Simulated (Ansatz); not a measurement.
A 12-atom cell of HfSn3O8 built on tetragonal HfO2 (relaxed group Pmm2) at its r2SCAN geometry, run in the plane-wave code Ansatz at 3 levels of theory. All values are calculated for a non-magnetic cell, which may be hypothetical.

The PBE+SOC input:
```yaml
crystal:
  lattice:
    - [3.5174556514, 0.0, 0.0]
    - [0.0, 7.2055026612, 0.0]
    - [0.0, 0.0, 5.3820834261]
  atoms:
    - { symbol: Hf, position: [0.5, 0.0, 0.5039393798] }
    - { symbol: Sn, position: [0.0, 0.7518588552, 0.0046011009] }
    - { symbol: O, position: [0.5, 0.748839818, 0.3203401208] }
    - { symbol: O, position: [0.0, 0.0, 0.1876281344] }
    - { symbol: O, position: [0.0, 0.0, 0.6822633021] }
    - { symbol: O, position: [0.5, 0.7587436604, 0.8197779978] }
    - { symbol: Sn, position: [0.5, 0.5, 0.4886553002] }
    - { symbol: Sn, position: [0.0, 0.2481411448, 0.0046011009] }
    - { symbol: O, position: [0.5, 0.251160182, 0.3203401208] }
    - { symbol: O, position: [0.0, 0.5, 0.1732708688] }
    - { symbol: O, position: [0.0, 0.5, 0.6748045754] }
    - { symbol: O, position: [0.5, 0.2412563396, 0.8197779978] }
kpoints:
  mp_grid: { grid: [8, 4, 6] }
  band_path:
    path:
      - [0.0, 0.0, 0.0]
      - [0.5, 0.0, 0.0]
      - [0.5, 0.5, 0.0]
      - [0.0, 0.5, 0.0]
      - [0.0, 0.0, 0.5]
      - [0.5, 0.0, 0.5]
      - [0.5, 0.5, 0.5]
      - [0.0, 0.5, 0.5]
      - [0.0, 0.0, 0.489583]
    npoints: 1
hamiltonian:
  xc: pbe
scf:
  occupations: { method: fixed }
  n_extra_bands: 14
magnetization:
  noncollinear: true
  spin_orbit: true
output:
  forces: true
  stress: true
  eigenvalues: true
```

Main results, then, where recorded, the levels near the gap in eV from the Fermi energy (columns number the bands from 0), one row a point of the path (Γ, X, S, Y, Z, U, R, T, Γ–Z (0.98)):
```
Crystal: 12 atoms, lattice volume = 136.409 Å³
Symmetry: 4 space group operations + 4 with time reversal
Magnetic group: BNS 25.58 (UNI 156)
```
```
Basis set: ecut = 420 eV, 2643 PW (Γ)
Bands: 130, of which v1, the nominal top of the filled ones, is band 116 counted from 1 (115 counted from 0)
k-points: 60 of 192 (time reversal used)
Free energy (F): -38361.959259 eV
Fermi energy:    11.295859 eV
--- Forces (eV/Å), atoms counted from 1 ---
  atom   1  Hf      0.00000      0.00000    -0.02379
  atom   2  Sn      0.00000    -0.03187      0.00127
  atom   3  O       0.00000      0.17326    -0.09029
  atom   4  O       0.00000      0.00000      0.25561
  atom   5  O       0.00000      0.00000      0.05089
  atom   6  O       0.00000      0.02921    -0.28149
  atom   7  Sn      0.00000      0.00000      0.01685
  atom   8  Sn      0.00000      0.03187      0.00127
  atom   9  O       0.00000    -0.17326    -0.09029
  atom  10  O       0.00000      0.00000      0.18617
  atom  11  O       0.00000      0.00000      0.25529
  atom  12  O       0.00000    -0.02921    -0.28149
--- Stress (GPa, compression-positive) ---
        7.782428       0.000000       0.000000
        0.000000       7.630789       0.000000
        0.000000       0.000000       7.165007
  P = ⅓ Tr σ = 7.5261 GPa (75.261 kbar)
```

With PBE+SOC the valence top lies at Γ–Z (0.98 of the way from Γ) and the conduction bottom at Γ, 1.81 eV higher; the smallest vertical gap, at Γ, is 1.86 eV.

Question: In the first input these blocks are replaced (the band path and keys that only write files left aside):
```yaml
hamiltonian:
  xc: r2scan
scf:
  occupations: { method: fixed }
  n_extra_bands: 7
```
(magnetization left out)
What comes out?

Answer:
```
Basis set: ecut = 500 eV, 3477 PW (Γ)
Bands: 65, of which v1, the nominal top of the filled ones, is band 58 counted from 1 (57 counted from 0)
k-points: 60 of 192 (time reversal used)
Free energy (F): -38403.309608 eV
Fermi energy:    10.922340 eV
--- Forces (eV/Å), atoms counted from 1 ---
  atom   1  Hf      0.00000      0.00000    -0.00156
  atom   2  Sn      0.00000      0.00223    -0.00089
  atom   3  O       0.00000    -0.00148    -0.00023
  atom   4  O       0.00000      0.00000    -0.00051
  atom   5  O       0.00000      0.00000    -0.00007
  atom   6  O       0.00000    -0.00103      0.00039
  atom   7  Sn      0.00000      0.00000      0.00242
  atom   8  Sn      0.00000    -0.00223    -0.00089
  atom   9  O       0.00000      0.00148    -0.00023
  atom  10  O       0.00000      0.00000      0.00249
  atom  11  O       0.00000      0.00000    -0.00148
  atom  12  O       0.00000      0.00103      0.00039
--- Stress (GPa, compression-positive) ---
        0.016338       0.000000       0.000000
        0.000000       0.026411       0.000000
        0.000000       0.000000       0.013228
  P = ⅓ Tr σ = 0.0187 GPa (0.187 kbar)
```
```tsv
band_54	band_55	band_56	band_57	band_58	band_59	band_60
-0.502	-0.321	-0.234	-0.076	2.368	4.373	5.222
-0.411	-0.344	-0.338	0.000	5.213	5.562	5.863
-0.387	-0.338	-0.337	-0.315	4.996	5.648	5.724
-0.585	-0.573	-0.354	-0.339	3.757	4.172	5.273
-1.145	-1.072	-0.191	-0.023	4.163	4.601	5.520
-0.704	-0.602	-0.389	-0.368	5.516	5.860	6.742
-0.625	-0.608	-0.567	-0.557	5.835	6.015	6.190
-0.758	-0.524	-0.441	-0.351	4.660	4.912	5.049
-1.144	-1.072	-0.191	-0.023	4.160	4.601	5.520
```
The r2SCAN gap is indirect, 2.37 eV (X to Γ), below the direct gap of 2.44 eV at Γ. The mean stress is close to zero (0.02 GPa).

Question: In the first input these blocks are replaced (the band path and keys that only write files left aside):
```yaml
kpoints:
  mp_grid: { grid: [4, 2, 4] }
hamiltonian:
  xc: pbe0
scf:
  occupations: { method: fixed }
  n_extra_bands: 7
```
(magnetization left out)
What comes out?

Answer:
```
Basis set: ecut = 420 eV, 2643 PW (Γ)
Bands: 65, of which v1, the nominal top of the filled ones, is band 58 counted from 1 (57 counted from 0)
k-points: 18 of 32 (time reversal used)
Exchange kernel: α = 0.2500, full range, Wigner–Seitz truncation, v(0) = 8983.5766 eV·Å³, q-mesh 4×2×4
hybrid outer 1: dexx = +8.924e-2 eV, tail = 1.47e-3 eV
hybrid outer 2: dexx = +8.793e-6 eV, tail = 3.98e-7 eV, Δε = 1.25e-2 eV, ΔF = 1.42e-2 eV/Å
hybrid outer 3: dexx = +9.566e-9 eV, tail = 5.36e-9 eV, Δε = 1.47e-4 eV, ΔF = 8.58e-5 eV/Å
Free energy (F): -38344.483307 eV
Fermi energy:    9.826240 eV
--- Forces (eV/Å), atoms counted from 1 ---
  atom   1  Hf      0.00000      0.00000      0.03647
  atom   2  Sn      0.00000    -0.00062    -0.01529
  atom   3  O       0.00000    -0.17103      0.04062
  atom   4  O       0.00000      0.00000    -0.11797
  atom   5  O       0.00000      0.00000      0.00852
  atom   6  O       0.00000    -0.00755      0.16561
  atom   7  Sn      0.00000      0.00000    -0.02424
  atom   8  Sn      0.00000      0.00062    -0.01529
  atom   9  O       0.00000      0.17103      0.04062
  atom  10  O       0.00000      0.00000    -0.12903
  atom  11  O       0.00000      0.00000    -0.15567
  atom  12  O       0.00000      0.00755      0.16561
--- Stress (GPa, compression-positive) ---
       -1.926457       0.000000       0.000000
        0.000000      -1.899613       0.000000
        0.000000       0.000000      -1.068771
  P = ⅓ Tr σ = -1.6316 GPa (-16.316 kbar)
```
```tsv
band_54	band_55	band_56	band_57	band_58	band_59	band_60
-0.573	-0.364	-0.316	-0.157	3.972	6.133	7.018
-0.485	-0.407	-0.399	0.000	7.006	7.436	7.756
-0.453	-0.433	-0.402	-0.362	6.814	7.498	7.576
-0.688	-0.683	-0.406	-0.390	5.435	5.899	7.097
-1.267	-1.157	-0.273	-0.106	5.892	6.370	7.353
-0.781	-0.640	-0.473	-0.452	7.345	7.770	8.725
-0.724	-0.677	-0.654	-0.654	7.704	7.903	8.105
-0.880	-0.645	-0.519	-0.468	6.428	6.704	6.861
-1.266	-1.157	-0.273	-0.106	5.889	6.370	7.353
```
The PBE0 gap is indirect, 3.97 eV (X to Γ), below the direct gap of 4.13 eV at Γ. The mean pressure at these positions is -1.6 GPa, compression counted positive. The stress of a hybrid is loosely converged here.

Small level splittings and stresses of the hybrids carry the error of their coarser meshes.

Totals of different functionals, or with and without spin-orbit coupling, can't be compared.

Only the levels marked +SOC include spin-orbit coupling.

The meshes of the hybrids are coarse, so their gaps aren't converged to the digits shown.
